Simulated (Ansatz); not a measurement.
CaO:
```cif
data_Ca4O4
_chemical_formula_sum 'Ca4 O4'
_space_group_name_H-M_alt 'F-43m'
_space_group_IT_number 216
_space_group_name_Hall 'F -4 2 3'
_cell_length_a 5.17968
_cell_length_b 5.17968
_cell_length_c 5.17968
_cell_angle_alpha 90.000
_cell_angle_beta 90.000
_cell_angle_gamma 90.000
loop_
_atom_site_label
_atom_site_type_symbol
_atom_site_symmetry_multiplicity
_atom_site_Wyckoff_symbol
_atom_site_fract_x
_atom_site_fract_y
_atom_site_fract_z
_atom_site_occupancy
Ca1 Ca 4 a 0.00000 0.00000 0.00000 1
O1 O 4 d 0.75000 0.75000 0.75000 1
```
(The calculation used a cell of 2 atoms; values per cell refer to that cell.)

Relaxed with PBEsol.

Problem. Decompose the optical modes at the zone centre into irreducible representations, and say which are infrared and Raman allowed.

Solution. Point group -43m: Γ_opt = T2. Infrared: T2. Raman: T2.

Problem. Assign frequencies (DFPT, DFT-PBEsol in the program Ansatz with PAW potentials; without the LO–TO term).

Solution. T2 381 cm⁻¹.

The start of the workflow was typed in or built on a structure type; neither database checked (COD, Materials Project) lists it. It is not the phase usual at ambient conditions (space group No. 225). Symmetry was held in the PBEsol relaxation; phonons on a q-mesh show no instability.

Potentials: the later of the program's two PAW sets.
